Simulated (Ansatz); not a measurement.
Au:
```
CELL_PARAMETERS angstrom
      0.00000     2.04082     2.04082
      2.04082     0.00000     2.04082
      2.04082     2.04082     0.00000
ATOMIC_POSITIONS crystal
  Au 0.00000 0.00000 0.00000
```

Relaxed with PBEsol. Special points in fractions of this cell's reciprocal vectors: Γ (0.000, 0.000, 0.000); X (0.500, 0.000, 0.500); U (0.625, 0.250, 0.625); K (0.375, 0.375, 0.750); L (0.500, 0.500, 0.500); W (0.500, 0.250, 0.750).

Task: List the band energies nearest the Fermi level at these points for the program Ansatz at the PBEsol level (PAW).

Result: In eV from the Fermi level; about four levels below and three above (degenerate sets whole), none deeper than 8.9 eV; … stands for higher levels left out; points with the same levels are listed once.

| k | below | above |
|---|---|---|
| Γ | -4.82 -4.82 -4.82 -3.28 -3.28 | … |
| X | -6.91 -2.11 -1.74 -1.74 | 0.81 … |
| U | -5.99 -3.97 -2.99 -2.20 | 3.68 … |
| L | -4.86 -4.86 -2.07 -2.07 -1.18 | … |
| W | -5.30 -5.30 -3.44 -1.74 | 4.57 … |

Space group Fm-3m (fcc (Cu type)). The PBEsol relaxation kept the symmetry of its start; phonons on a q-mesh show no instability. Scalar-relativistic: spin–orbit coupling is off unless named, which matters more the heavier the elements.

Potentials: the earlier of the program's two PAW sets.
